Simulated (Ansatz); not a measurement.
Space group Fm-3m (No. 225). a = 5.328 Å, b = 5.328 Å, c = 5.328 Å, α = 90.00°, β = 90.00°, γ = 90.00°
| atom | site | symmetry | x | y | z |
| --- | --- | --- | --- | --- | --- |
| Pb | 4a | m-3m | 0.0000 | 0.0000 | 0.0000 |
| O | 8c | -43m | 0.2500 | 0.7500 | 0.7500 |

Equation of state of this PbO2 structure (not necessarily the ground state), with shape and atoms relaxed at each volume where symmetry leaves them free. It has no gap at any of these volumes. The calculation used Ansatz 0.2.0, DFT PBEsol, scalar-relativistic, plane waves, PAW.

Cutoff 420 eV; k points 14×14×14 on the computed 3-atom cell (Γ-centred); Gaussian smearing, width 0.10 eV; no spin polarisation.

```tsv
V (Å³/atom)	E − E(largest V) (meV/atom)	P (GPa)
11.095	62.09	26.97
11.473	9.05	18.26
11.851	-25.20	11.04
12.229	-43.90	5.03
12.607	-49.60	0.01
12.986	-44.42	-4.16
13.364	-30.30	-7.65
13.868	0.00	-11.44
```

Fit a third-order Birch–Murnaghan equation to E(V).

V0 = 12.61 Å³/atom, B0 = 152 GPa, B0' = 5.1.

Spin-orbit coupling is left out, which matters for the bands of heavy elements.

Cost: 8 runs of about 0.78 core-minutes in all, on Arm Neoverse V1 (shared hosts).